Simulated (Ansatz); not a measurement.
Structure: Ga4PN3, ordered on the zincblende lattice (Pmm2) with 8 atoms a cell, at its r2SCAN minimum. The symmetry is Pmm2 (No. 25, orthorhombic); a = 3.346 Å, b = 6.756 Å, c = 4.691 Å in the conventional setting, 13.26 Å³ an atom. N is surrounded by 4 Ga at 1.99–2.01 Å; Ga is surrounded by 3 N at 1.95–1.99 Å and 1 P at 2.28 Å; N is surrounded by 4 Ga at 1.95–2.00 Å; Ga is surrounded by 4 N at 2.00 Å; P is surrounded by 4 Ga at 2.25–2.28 Å; Ga is surrounded by 2 N at 2.01 Å and 2 P at 2.25 Å.

```yaml
crystal:
  lattice:
    - [3.34589, 0.00000, 0.00000]
    - [0.00000, 6.75637, 0.00000]
    - [0.00000, 0.00000, 4.69099]
  atoms:
    - { symbol: N, position: [0.00000, 0.22985, 0.00153] }
    - { symbol: Ga, position: [0.50000, 0.22033, 0.77118] }
    - { symbol: N, position: [0.50000, 0.00000, 0.50318] }
    - { symbol: Ga, position: [0.00000, 0.00000, 0.26921] }
    - { symbol: N, position: [0.00000, 0.77015, 0.00153] }
    - { symbol: Ga, position: [0.50000, 0.77967, 0.77118] }
    - { symbol: P, position: [0.50000, 0.50000, 0.50088] }
    - { symbol: Ga, position: [0.00000, 0.50000, 0.18131] }
```

The questions ask for values computed with Ansatz 0.2.0 on this geometry. These are computed values for a non-magnetic cell that may be hypothetical; none is a measurement.

Given (8×4×6 mesh): With PBE the bands overlap by 0.06 eV (counted from 1, band 36 peaks at Y and band 37 bottoms out at Γ–X (0.10 of the way from Γ)): no gap.

Question: What does PBE+SOC give for the gap (8×4×6 mesh)?

Answer: With PBE+SOC the bands overlap by 0.07 eV (counted from 1, band 72 peaks at Y and band 73 bottoms out at Γ–X (0.10 of the way from Γ)): no gap.

Question: Estimate the gap with r2SCAN on 8×4×6.

Answer: r2SCAN gives no gap: the lowest nominally empty band dips 0.04 eV below the top of the last filled one (its bottom at Γ, the top at Y), so the cell is a metal or semimetal at this level.

Question: How does the gap change from PBE to HSE06 (4×2×4)?

Answer: HSE06 gives an indirect gap of 0.48 eV, from Y to Γ; the least direct gap is 0.53 eV at Γ.

Only the levels marked +SOC include spin-orbit coupling.

The meshes of the hybrids are coarse, so their gaps aren't converged to the digits shown.
